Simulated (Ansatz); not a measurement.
Na (bcc (W type), space group No. 229) under volume change, PBEsol in the plane-wave PAW code Ansatz, scaled uniformly.

| V (Å³/atom) | E − E(relaxed) (meV/atom) | P (GPa) |
|---|---|---|
| 33.024 | 8.4 | 0.88 |
| 34.113 | 3.5 | 0.55 |
| 35.202 | ___ | ___ |
| 36.290 | 0.0 | 0.00 |
| 37.379 | ___ | ___ |
| 38.468 | 2.9 | -0.41 |
| 39.557 | 6.3 | -0.58 |

Complete the blanks.


- 35.202, E − E(relaxed) (meV/atom): 0.8
- 35.202, P (GPa): 0.25
- 37.379, E − E(relaxed) (meV/atom): 0.8
- 37.379, P (GPa): -0.22

What does a third-order Birch–Murnaghan fit give for V₀, B₀ and B′?

V₀ = 36.29 Å³/atom, B₀ = 7.9 GPa, B′ = 3.7.

Space group Im-3m (bcc (W type)). The cell was relaxed with PBEsol under the symmetry of its start.

Potentials: the earlier of the program's two PAW sets. The files were generated under PBE; for other functionals the program regenerates the frozen cores, and for LDA and PBEsol the local potential too.
